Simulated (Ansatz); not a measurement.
GaN:
```cif
data_Ga4N4
_chemical_formula_sum 'N4 Ga4'
_space_group_name_H-M_alt 'F-43m'
_space_group_IT_number 216
_space_group_name_Hall 'F -4 2 3'
_cell_length_a 4.49779
_cell_length_b 4.49779
_cell_length_c 4.49779
_cell_angle_alpha 90.000
_cell_angle_beta 90.000
_cell_angle_gamma 90.000
loop_
_atom_site_label
_atom_site_type_symbol
_atom_site_symmetry_multiplicity
_atom_site_Wyckoff_symbol
_atom_site_fract_x
_atom_site_fract_y
_atom_site_fract_z
_atom_site_occupancy
N1 N 4 c 0.25000 0.25000 0.25000 1
Ga1 Ga 4 a 0.00000 0.00000 0.00000 1
```
(The calculation used a cell of 2 atoms; values per cell refer to that cell.)

Relaxed with r²SCAN.

Q: Decompose the optical modes at the zone centre into irreducible representations, and say which are infrared and Raman allowed.

A: Point group -43m: Γ_opt = T2. Infrared: T2. Raman: T2.

Q: Assign frequencies (DFPT, DFT-r²SCAN in the program Ansatz with PAW potentials; without the LO–TO term).

A: T2 546 cm⁻¹.

The r²SCAN relaxation kept the symmetry of its start; phonons on a q-mesh show no instability.

Potentials: the later of the program's two PAW sets.
